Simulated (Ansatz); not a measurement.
PbS:
```xyz
4
Lattice="5.1008 0.0000 0.0000 0.0000 5.1008 0.0000 0.0000 0.0000 4.1270" Properties=species:S:1:pos:R:3 pbc="T T T"
Pb     2.5504     0.0000     1.2548
Pb     0.0000     2.5504     2.8722
S      0.0000     0.0000     0.0000
S      2.5504     2.5504     0.0000
```

Relaxed with r²SCAN+D4. Special points in fractions of this cell's reciprocal vectors: Γ (0.000, 0.000, 0.000); X (0.000, 0.500, 0.000); M (0.500, 0.500, 0.000); Z (0.000, 0.000, 0.500); R (0.000, 0.500, 0.500); A (0.500, 0.500, 0.500).

Problem. List the band energies nearest the valence-band maximum at these points for r²SCAN+D4 with spin–orbit coupling (plane waves, PAW; program Ansatz).

Solution. In eV from the valence-band maximum; about four levels below and three above (degenerate sets whole), none deeper than 8.9 eV; points with the same levels are listed once.

```json
[
 {"k": "Γ", "below": "-0.99 -0.99 -0.46 -0.46", "above": "2.52 2.52 3.90 3.90"},
 {"k": "X", "below": "-0.35 -0.35 -0.35 -0.35", "above": "2.52 2.52 2.52 2.52"},
 {"k": "M", "below": "-0.25 -0.25 -0.25 -0.25", "above": "1.57 1.57 1.57 1.57"},
 {"k": "Z", "below": "-1.03 -1.03 -0.88 -0.88", "above": "1.03 1.03 1.58 1.58"},
 {"k": "R", "below": "-0.91 -0.91 -0.91 -0.91", "above": "2.75 2.75 2.75 2.75"},
 {"k": "A", "below": "-0.19 -0.19 -0.19 -0.19", "above": "3.97 3.97 3.97 3.97"}
]
```

Space group P4/nmm. The start of the workflow was typed in or built on a structure type; neither database checked (COD, Materials Project) lists it. It is not the phase usual at ambient conditions (space group No. 225). The cell was relaxed with r²SCAN+D4 under the symmetry of its start. At this level the phase is mechanically unstable. The volume moved by -18 % from the start of the relaxation.

Potentials: the earlier of the program's two PAW sets.
